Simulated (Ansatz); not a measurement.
Rh (fcc (Cu type)), relaxed with r²SCAN (Ansatz, an electronic-structure program, plane waves, PAW): a = b = c = 3.8000 Å, α = β = γ = 90.00°.

| Quantity | Value |
|---|---|
| B₀ by P(V) fit (GPa) | 282 |
| K_Hill (GPa) | 282 |
| G_Hill (GPa) | 162 |
| Θ_D (K) | 499 |

Q: The same phase is relaxed and computed with LDA in the same code. What are the cell and these values now?

A: a = b = c = 3.754 Å, α = β = γ = 90.00°.

- B₀ by P(V) fit (GPa): 317
- K_Hill (GPa): 317
- G_Hill (GPa): 182
- Θ_D (K): 525

All cells were relaxed under the symmetry of their starts (and spin orders); stability against distortions was not tested throughout. Named crystals with no word on spin ran without spin polarisation. Scalar-relativistic: spin–orbit coupling is off unless named, which matters more the heavier the elements.

Potentials: the earlier of the program's two PAW sets. The files were generated under PBE; for other functionals the program regenerates the frozen cores, and for LDA and PBEsol the local potential too.

Ansatz is a plane-wave DFT program.
